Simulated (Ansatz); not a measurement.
Input:

SiW:
Space group P6₃/mmc (No. 194); a = b = 3.1340 Å, c = 7.0547 Å, α = β = 90.00°, γ = 120.00°

```csv
atom,site,symmetry,x,y,z
W,2a,-3m.,0.0000,0.0000,0.0000
Si,2c,-6m2,0.3333,0.6667,0.2500
```

This is the PBE-relaxed structure.

### Question
All from DFT-PBE in the program Ansatz with PAW potentials, unless another level is named. Estimate the electronic character.

### Answer
metallic (no gap).

### Question
Predict the density of states at the Fermi level.

### Answer
0.38 states/eV per atom (mean over ±0.08 eV).

### Question
And the formation energy from the elements (no fitted shifts)?

### Answer
-0.087 eV/atom.

Space group P6_3/mmc (NiAs type). A made-up cell: these elements were put on the sites of a structure type; neither database checked (COD, Materials Project) lists it. Whether it is the stable phase at ambient conditions was not checked. The PBE relaxation kept the symmetry of its start; whether a distortion lowers the energy is not shown. The run is not spin-polarised. The references are the lowest solids computed at this level, not always the standard phases. Scalar-relativistic: spin–orbit coupling is off unless named, which matters more the heavier the elements.

Potentials: the later of the program's two PAW sets.
